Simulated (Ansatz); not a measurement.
# AlN at 8 GPa: from Born charge to LO–TO splitting and polaron coupling

Level of theory: DFT LDA, scalar-relativistic, plane waves, PAW in Ansatz 0.2.0. Plane waves to 420 eV; Γ-centred k mesh 10×10×10; fixed occupations. No spin polarisation. Phonons by linear response, acoustic sum rule imposed.

The cell, relaxed at 8 GPa:
```xyz
2
Lattice="0.0000 2.1456 2.1456 2.1456 0.0000 2.1456 2.1456 2.1456 0.0000" Properties=species:S:1:pos:R:3 pbc="T T T"
Al    0.0000    0.0000    0.0000
N     3.2184    3.2184    3.2184
```

Other phases may be more stable at this pressure.

Linear response gives ν_TO = 698.5 cm⁻¹, Born charges ±2.541 e (positive on Al) and ε∞ = 4.483. The primitive cell holds 19.754 Å³, and the masses are 26.982 and 14.007 amu.

**Question.** Find ν_LO and the static dielectric constant.

**Answer.** The long-wave field adds a restoring force: ω_LO² − ω_TO² = Z*²e²/(ε_vac ε∞ μV). In these units ν_LO² − ν_TO² = 4.92064×10⁷ Z*²/(μ V ε∞) cm⁻², with μ = m₁m₂/(m₁ + m₂) = 9.220 amu: 389030 cm⁻². So ν_LO = √(698.5² + 389030) = 936.4 cm⁻¹, and the run gives 936.4. Lyddane–Sachs–Teller then gives ε0 = ε∞ (ν_LO/ν_TO)² = 8.06, against 8.06 in the run (it forms both from the same three quantities, so the match checks the arithmetic only). Between ν_TO and ν_LO the dielectric function is negative and an undamped crystal reflects fully: a reststrahlen band from 10.7 to 14.3 μm.

**Question.** What do the Clausius–Mossotti polarisability and the Szigeti charge come to?

**Answer.** With the Lorentz local field, α = (3V/4π)(ε∞ − 1)/(ε∞ + 2) = 2.53 Å³ for the pair, and e_S = 3Z*/(ε∞ + 2) = 1.18 e. The Born charge includes the electrons' response to the dipole's own local field, and e_S takes that enhancement out. The Lorentz field assumes point-like polarisable ions, a poor picture once ε∞ is this large, since the electron clouds then overlap or are shared, so both numbers are formal here.

**Question.** How strongly does a slow electron couple to the LO mode?

**Answer.** For one isotropic parabolic band, Fröhlich's constant is α_F = (1/ε∞ − 1/ε0) √(m* Ry/ħω_LO), with Ry = 13.606 eV, ħω_LO = 116.1 meV and m* in free-electron masses: α_F = 0.0990 × 10.83 × √m* = 1.07 √m*. The band mass isn't part of this run; for m* = 0.1, 0.3 and 1 it gives 0.34, 0.59, 1.07. In weak coupling the polaron lies α_F ħω_LO below the band edge (68 meV at m* = 0.3) with a mass m*(1 + α_F/6); past α_F of about 5 or 6 that expansion fails. A semilocal functional's ε∞ tends to be too large, which taken alone lowers α_F.

This zinc-blende form isn't the usual stable structure of the compound at low pressure.

Cost: 1 run of about 0.18 core-minutes, on Intel Xeon Platinum 8559C (Emerald Rapids) (shared hosts).